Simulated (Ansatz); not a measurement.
Mo₃Os:
```
CELL_PARAMETERS angstrom
      3.94227     0.00000     0.00000
      0.00000     3.94227     0.00000
      0.00000     0.00000     3.94227
ATOMIC_POSITIONS crystal
  Mo 0.00000 0.50000 0.50000
  Mo 0.50000 0.50000 0.00000
  Mo 0.50000 0.00000 0.50000
  Os 0.00000 0.00000 0.00000
```

Relaxed with r²SCAN. Special points in fractions of this cell's reciprocal vectors: Γ (0.000, 0.000, 0.000); X (0.000, 0.500, 0.000); M (0.500, 0.500, 0.000); R (0.500, 0.500, 0.500).

Problem. List the band energies nearest the Fermi level at these points for plane-wave PAW r²SCAN with spin–orbit coupling (Ansatz code).

Solution. In eV from the Fermi level; about four levels below and three above (degenerate sets whole), none deeper than 8.9 eV; points with the same levels are listed once.

| k | below | above |
|---|---|---|
| Γ | -1.43 -1.43 -1.43 -1.43 -1.14 -1.14 | 1.64 1.64 1.64 1.64 |
| X | -1.17 -1.17 -0.02 -0.02 | 0.53 0.53 0.70 0.70 |
| M | -2.03 -2.03 -0.85 -0.85 | 0.60 0.60 0.61 0.61 0.61 0.61 |
| R | -1.10 -1.10 -1.10 -1.10 -0.99 -0.99 | 0.49 0.49 1.20 1.20 1.20 1.20 |

Space group Pm-3m (Cu3Au type). The cell is a constructed one: a structure type filled with these elements; neither database checked (COD, Materials Project) lists it. COD files the formula under space group No. 223. Its standing as an ambient phase is unchecked. The cell was relaxed with r²SCAN under the symmetry of its start; whether a distortion lowers the energy is not shown. No spin polarisation was allowed.

Potentials: the earlier of the program's two PAW sets.
